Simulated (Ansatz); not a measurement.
AlGaAs2:
```
AlGaAs2
1.0
    2.00599     1.15816     6.54973
   -2.00599     1.15816     6.54973
    0.00000    -2.31632     6.54973
Al Ga As
1 1 2
Direct
  0.99971   0.99971   0.99971
  0.50020   0.50020   0.50020
  0.12487   0.12487   0.12487
  0.62524   0.62524   0.62524
```

r²SCAN in the plane-wave PAW code Ansatz gives a gap of 1.34 eV without spin–orbit coupling, maximum at Γ, minimum at Γ.

### Question
What happens when spin–orbit coupling is switched on?

### Answer
The gap decreases by 0.10 eV, to 1.24 eV; maximum at Γ, minimum at Γ.

### Question
Give the electron effective mass with spin–orbit coupling.

### Answer
0.077, 0.077, 0.13 mₑ (principal values).

### Question
Give the hole effective mass with spin–orbit coupling.

### Answer
0.14, 0.14, 1.0 mₑ (principal values).

Space group R3m. The workflow started from a Materials Project entry (that database holds measured and hypothetical structures alike); the Crystallography Open Database copy checked does not list it. With Al and Ga taken as one species the cell has the higher symmetry F-43m, so it may be an ordered model of a mixed-site phase. Its standing as an ambient phase is unchecked. The r²SCAN relaxation kept the symmetry of its start; its stability against distortions is not shown here.

Potentials: the later of the program's two PAW sets.
